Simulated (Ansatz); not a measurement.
Ta2O5:
```
Ta2O5
1.0
    6.21081     0.00000     0.00000
    0.00000     7.32747     0.00000
    0.00000     0.00000     3.78799
Ta O
4 10
Direct
  0.77551   0.61904   0.00000
  0.72449   0.11904   0.00000
  0.22449   0.38096   0.00000
  0.27551   0.88096   0.00000
  0.80156   0.65664   0.50000
  0.69844   0.15664   0.50000
  0.19844   0.34336   0.50000
  0.30156   0.84336   0.50000
  0.50000   0.50000   0.00000
  0.88955   0.35988   0.00000
  0.00000   0.00000   0.00000
  0.38955   0.14012   0.00000
  0.61045   0.85988   0.00000
  0.11045   0.64012   0.00000
```

r²SCAN in the plane-wave PAW code Ansatz gives a gap of 2.69 eV without spin–orbit coupling, maximum at Z, minimum at Z.

**Question.** What happens when spin–orbit coupling is switched on?

**Answer.** The gap decreases by 0.04 eV, to 2.65 eV; maximum at Z, minimum at Z.

**Question.** Give the hole effective mass with spin–orbit coupling.

**Answer.** 1.1, 2.4, 2.8 mₑ (principal values).

Space group Pbam. The workflow started from a Materials Project entry (that database holds measured and hypothetical structures alike); the Crystallography Open Database copy checked does not list it. COD files the formula under space group No. 49. Its standing as an ambient phase is unchecked. The r²SCAN relaxation kept the symmetry of its start; whether a distortion lowers the energy is not shown. No spin polarisation was allowed.

Potentials: the later of the program's two PAW sets.
